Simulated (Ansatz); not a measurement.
GaIr, in the lowest among the structures calculated here: Pm-3m (No. 221), cP2, CsCl type; a = 3.020 Å, b = 3.020 Å, c = 3.020 Å, α = 90.00°, β = 90.00°, γ = 90.00°; Ga 1b (0.500, 0.500, 0.500); Ir 1a (0.000, 0.000, 0.000). Computed with PBEsol (plane waves to 420 eV, PAW, scalar-relativistic; Ansatz, a first-principles code). Element references, the lowest calculated here: Ir (Fm-3m), Ga (Cmce).

Problem. What is the computed formation energy of this Pm-3m form of GaIr from the elements (PBEsol)?

Solution. -0.40 eV/atom.

Static energies, no anion corrections, no zero-point energy. Values are rounded to 0.01 eV/atom. Spin-orbit coupling is missing from these energies, which matters for elements this heavy. The compounds carry no spin polarisation.
